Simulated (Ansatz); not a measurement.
ZnS

```
Zn S
1.0
     3.84518    0.00000    0.00000
    -1.92259    3.33002    0.00000
     0.00000    0.00000    6.30554
Zn S
2 2
Direct
  0.33333 0.66667 0.00073
  0.66667 0.33333 0.50073
  0.33333 0.66667 0.37527
  0.66667 0.33333 0.87527
```

Atom numbers follow the list: Zn1, Zn2, S3, S4.

The structure comes from a relaxation in the same program, started in the wurtzite type, and has space group P6_3mc. Whether it is a known phase or the ground state wasn't checked.

Levels of theory: DFT, PBE, all-electron LAPW, scalar-relativistic (Ansatz 0.2.0); DFT, PBE, PAW with Ansatz's default frozen-core files, scalar-relativistic (Ansatz 0.2.0); DFT, PBE, all-electron PAW with datasets made for the crystal, scalar-relativistic (Ansatz 0.2.0).

For LAPW: a Γ-centred 12×12×7 k mesh, Fermi–Dirac smearing of 0.03 eV, basis error target 1 meV/atom, no spin polarisation. PAW takes a cutoff of 420 eV at this cell. The crystal-made all-electron datasets (AE datasets) take a cutoff of 280 eV at this cell. The Ansatz runs share mesh, smearing and spin set-up. Values come from LAPW unless marked.

```yaml
Band_gap: 2.08 eV, direct at Γ
Löwdin_charges_with_0.42_e_of_the_cell_spilling_out_of_the_atomic_basis_so_their_sizes_and_signs_hang_on_that_basis: Zn1 1.27, S3 -1.06 e
Bader_charges_from_the_PAW_run: Zn1 +0.89, S3 -0.89 e
Field_gradients_Vzz_crystal-made_datasets: Zn1 0.06 (η = 0.00), S3 0.26 (η = 0.00) in 10²¹ V/m²
Volume_per_atom: 20.18 Å³
Pressure_at_this_cell: 0.01 GPa
```
